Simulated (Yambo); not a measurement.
Yambo input for LiCl (rock salt, space group Fm-3m, No. 225) under isotropic strain of +2 % on all lattice vectors (a = 3.6514 Å, b = 3.6514 Å, c = 3.6514 Å, α = 60.00°, β = 60.00°, γ = 60.00°), on norm-conserving PBEsol (Quantum ESPRESSO, 74 Ry, without SOC) wavefunctions on a 18×18×18 mesh:

```
optics
chi
dipoles
kernel
FFTGvecs= 40 Ry
Chimod= "HARTREE"
NGsBlkXd= 4 Ry
% QpntsRXd
 1 | 1 |
%
% BndsRnXd
 2 | 22 |
%
GrFnTpXd= "R"
% EnRngeXd
 0.0 | 20.0 | eV
%
% DmRngeXd
 0.2 | 0.2 | eV
%
CGrdSpXd= 50
ETStpsXd= 161
% LongDrXd
 1.0 | 0.0 | 0.0 |
%
% XfnQP_E
 2.907 | 1.0 | 1.0 |
%
```

First lines of the file o-*.eps_q1_inv_rpa_dyson:

```
Absorption @ Q(1):   1.00000000     0.00000000     0.00000000    [q->0 direction]
#
# [ X ] Hartree size     :   51
# [GEN] GF Energies     : Perdew, Burke & Ernzerhof SOL(X)+Perdew, Burke & Ernzerhof SOL(C)+ user defined corrections @E
# [GEN] Green`s Function     : Retarded
#
# [GEN] Gauge     : Length
# [GEN] [r,Vnl] included     : yes
#
#    E[1] [eV]     Im(eps)     Re(eps)     Im(eps_o)     Re(eps_o)
#
     0.000000     -0.79465E-09     2.409504     0.44362E-18     2.760948
     0.125000     0.415059E-3     2.409633     0.553987E-3     2.761121
     0.250000     0.830665E-3     2.410022     0.001109     2.761640
     0.375000     0.001247     2.410671     0.001665     2.762506
     0.500000     0.001666     2.411580     0.002223     2.763719
     0.625000     0.002086     2.412751     0.002785     2.765282
     0.750000     0.002510     2.414185     0.003350     2.767197
     0.875000     0.002936     2.415885     0.003919     2.769466
     1.000000     0.003367     2.417852     0.004494     2.772092
     1.125000     0.003802     2.420090     0.005075     2.775078
     1.250000     0.004242     2.422600     0.005663     2.778429
     1.375000     0.004688     2.425388     0.006258     2.782150
     1.500000     0.005141     2.428455     0.006862     2.786245
     1.625000     0.005601     2.431808     0.007476     2.790720
     1.750000     0.006068     2.435449     0.008101     2.795581
     1.875000     0.006545     2.439386     0.008736     2.800835
     2.000000     0.007030     2.443622     0.009385     2.806491
     2.125000     0.007526     2.448165     0.010047     2.812555
     2.250000     0.008033     2.453020     0.010724     2.819036
     2.375000     0.008552     2.458196     0.011417     2.825945
     2.500000     0.009084     2.463699     0.012127     2.833292
     2.625000     0.009630     2.469539     0.012856     2.841088
     2.750000     0.010191     2.475724     0.013605     2.849345
     2.875000     0.010768     2.482264     0.014375     2.858075
     3.000000     0.011363     2.489169     0.015169     2.867294
     3.125000     0.011977     2.496451     0.015989     2.877015
     3.250000     0.012611     2.504123     0.016835     2.887256
     3.375000     0.013267     2.512197     0.017709     2.898034
     3.500000     0.013946     2.520686     0.018616     2.909366
     3.625000     0.014651     2.529608     0.019555     2.921274
     3.750000     0.015383     2.538977     0.020531     2.933779
     3.875000     0.016144     2.548811     0.021545     2.946905
     4.000000     0.016936     2.559129     0.022601     2.960675
```
(The file goes on to the top of the energy range.) Convergence of the RPA response with its 18×18×18 mesh was not tested. The scissor comes from a G0W0 run whose convergence isn't established.

Geometry strained from the cell relaxed with PBEsol, atoms relaxed again.
